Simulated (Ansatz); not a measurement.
The start is a generated cell, NbP built in the FeSi structure type. A full variable-cell relaxation at zero pressure is run with PBEsol (plane waves to 420 eV, PAW, scalar-relativistic; Ansatz, a program for electronic structure). First-step values are on the input's coarse k-mesh.

Ansatz input (later rounds restart from its end on a renewed k-mesh):
Ansatz 0.2 input:
```yaml
crystal:
  lattice:
    - [4.694077, 0, 0]
    - [0, 4.694077, 0]
    - [0, 0, 4.694077]
  atoms:
    - { symbol: Nb, position: [0.13652, 0.13652, 0.13652] }
    - { symbol: Nb, position: [0.63652, 0.36348, 0.86348] }
    - { symbol: Nb, position: [0.86348, 0.63652, 0.36348] }
    - { symbol: Nb, position: [0.36348, 0.86348, 0.63652] }
    - { symbol: P, position: [0.8424, 0.8424, 0.8424] }
    - { symbol: P, position: [0.3424, 0.6576, 0.1576] }
    - { symbol: P, position: [0.1576, 0.3424, 0.6576] }
    - { symbol: P, position: [0.6576, 0.1576, 0.3424] }
basis: { ecutwfc: 420, ecutrho_ratio: 4, xc_grid: 2, fft_grid_basis: typed }
kpoints: { mp_grid: { grid: [5, 5, 5] } }
hamiltonian:
  xc: pbesol
  dispersion: none
  pseudopotentials: { kind: paw }
scf: { occupations: { method: fermi_dirac, width: 0.05 } }
relax: { f_tol: 0.01, max_steps: 100, cell: { stress_tol: 0.02 } }
output: { forces: true, stress: true }
```

Question: What is the largest force in the starting geometry, and on which atom (counted from 1)?

Answer: About 1.1 eV/Å, on Nb1, Nb2, Nb3, Nb4 (atoms numbered as listed).

Question: How much energy is released per atom?

Answer: 0.22 eV/atom.

Question: How does the volume change?

Answer: +15.0 %, from 12.93 to 14.86 Å³/atom.

Question: How do the shortest distances between atoms change?

Answer: The closest pairs of elements (up to four, under 3.6 Å), start → end: Nb–P 2.39 → 2.52 Å; Nb–Nb 2.88 → 3.02 Å; P–P 2.91 → 3.04 Å.

Question: What band gap does the relaxed structure have at this level?

Answer: Zero (metallic).

Question: Give the final cell and atomic positions.

Answer: 
Space group P2₁3 (No. 198); a = b = c = 4.9176 Å, α = β = γ = 90.00°

```json
[
 {"atom": "Nb", "site": "4a", "symmetry": ".3.", "x": "0.1399", "y": "0.1399", "z": "0.1399"},
 {"atom": "P", "site": "4a", "symmetry": ".3.", "x": "0.8441", "y": "0.8441", "z": "0.8441"}
]
```

The space group stays P2₁3 (No. 198) (the run could not lower it); the end is AFLOW prototype AB_cP8_198_a_a (B20, as in FeSi), with 8 atoms in the primitive cell. Final values are on a 10×10×10 k-mesh of the relaxed cell. No spin polarisation in the result.

The run could not lose the symmetry of its start, so the end can be a saddle point.

The relaxed structure here is a generated cell of NbP: the first start was made by placing the elements on the sites of a structure type, and the end was not matched to a known phase here, so it may be hypothetical.
